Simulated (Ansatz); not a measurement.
HfScTaN₃ in space group P3m1 (No. 156; Pearson symbol hP6), DFT-PBE in the program Ansatz with PAW potentials, all energies at zero smearing, with the estimated change up to a 700 eV cutoff added, with one set of potentials and settings (totals compare only within such a set). Cell of 6 atoms (1 Hf, 1 Sc, 1 Ta, 3 N): -28950.741 eV.

| element | reference phase | E (eV/atom) |
|---|---|---|
| Hf | P6_3/mmc, 2 atoms in the cell | -15721.3637 |
| Sc | P6_3/mmc, 2 atoms in the cell | -2135.8097 |
| Ta | Im-3m, 1 atoms in the cell | -9932.2522 |
| N | Pa-3, 8 atoms in the cell | -384.0325 |

Formation energy per atom, worked out: (-28950.741 − 1×(-15721.3637) − 1×(-2135.8097) − 1×(-9932.2522) − 3×(-384.0325))/6 = -1.536 eV/atom (-148 kJ per mol of atoms), at 0 K, without zero-point energy or fitted corrections.

The start of the workflow was typed in or built on a structure type; neither database checked (COD, Materials Project) lists it. Its standing as an ambient phase is unchecked. The cell was relaxed with PBE under the symmetry of its start; whether a distortion lowers the energy is not shown. No spin polarisation was allowed. The references are the lowest solids computed at this level, not always the standard phases (solids in place of the gases). Scalar-relativistic: spin–orbit coupling is off unless named, which matters more the heavier the elements.

Potentials: the later of the program's two PAW sets.
